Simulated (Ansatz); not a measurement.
Given:

NbP:
```yaml
crystal:
  lattice:
    - [-1.67350, 1.67350, 5.71388]
    - [1.67350, -1.67350, 5.71388]
    - [1.67350, 1.67350, -5.71388]
  atoms:
    - { symbol: Nb, position: [0.00004, 0.00004, 0.00000] }
    - { symbol: Nb, position: [0.75004, 0.25004, 0.50000] }
    - { symbol: P, position: [0.58259, 0.58259, 0.00000] }
    - { symbol: P, position: [0.33259, 0.83259, 0.50000] }
```

This is the PBE-relaxed structure.

Q: All from PBE (plane waves, PAW; program Ansatz), unless another level is named. Predict the electronic character.

A: no gap, with almost no states at the Fermi level (zero-gap or semimetallic).

Q: Next, the formation energy from the elements (no fitted shifts)?

A: -100 kJ/mol of atoms.

Q: Predict the gap with spin–orbit coupling.

A: none (metallic).

Space group I4_1md. The PBE relaxation kept the symmetry of its start; of distortions, only those at the zone centre were tested. No spin polarisation was allowed. A small band overlap can be real or an error of a semilocal functional. The references are the lowest solids computed at this level, not always the standard phases. Spin–orbit coupling is left out wherever it is not named.

Potentials: the later of the program's two PAW sets.
